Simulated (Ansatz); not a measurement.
Computed with Ansatz 0.2.0, DFT PBE, scalar-relativistic, plane waves, PAW. Settings: cutoff 420 eV, Γ-centred meshes spaced at most about 0.3 Å⁻¹, and about 0.25 Å⁻¹ or finer for metals (2π included), Gaussian smearing. No spin polarisation in the final relaxations.

All energies are static (0 K, no zero-point motion).

Compare these two cells of Si2N, each relaxed at this level.

A.

```
CELL_PARAMETERS angstrom
2.72312 0.00000 0.00000
-1.36156 2.35829 0.00000
0.00000 0.00000 5.57536
ATOMIC_POSITIONS crystal
Si 0.66667 0.33333 0.76083
Si 0.33333 0.66667 0.23917
N 0.00000 0.00000 0.00000
```

B.

```
CELL_PARAMETERS angstrom
2.14788 -3.71469 0.00000
2.14788 3.71469 0.00000
0.00000 0.00000 2.61998
ATOMIC_POSITIONS crystal
Si 0.32079 0.67921 0.50000
Si 0.67921 0.32079 0.50000
N 0.50000 0.50000 0.00000
```

Problem. Which is lower in energy, and by how much?

Solution. B is lower, by 0.37 eV/atom. A has the anti-cadmium iodide type, space group P-3m1 (No. 164), 11.9 Å³/atom and no gap on its mesh; B has space group Cmmm (No. 65), 13.9 Å³/atom and no gap. Counting N atoms around Si (those within 1.25 times the shortest such distance or 1.15 times the sum of covalent radii), A has Si 3 and B has Si 2. B holds Si–Si chains (shortest 2.39 Å); in A the shortest Si–Si distance is 2.72 Å, near bonding range too. Even the lower one lies +0.10 eV/atom against the reference forms of the elements (uncorrected), a margin that errors in the energy of the gaseous reference can exceed. In A, Si has 3 N at 2.06 Å; N has 6 Si at 2.06 Å. In B, around Si lie 2 N at 1.87 Å and 2 Si at 2.39 Å; N is surrounded by 4 Si at 1.87 Å. Both come from invented guesses. A third cell relaxed alike, in P2/m, lies 178 meV/atom below the lower of the two; the P-3m1 cell fell into it when its atoms were moved at random.

No dispersion correction is applied, so the spacing and binding between layers, chains or molecules are poorly described (P-3m1), and this can change margins and order among such cells. In P-3m1, Cmmm an odd number of electrons in the primitive cell allows no gap without spin; a larger cell or a magnetic state could open one. Cells relaxed within their symmetry can be saddle points.
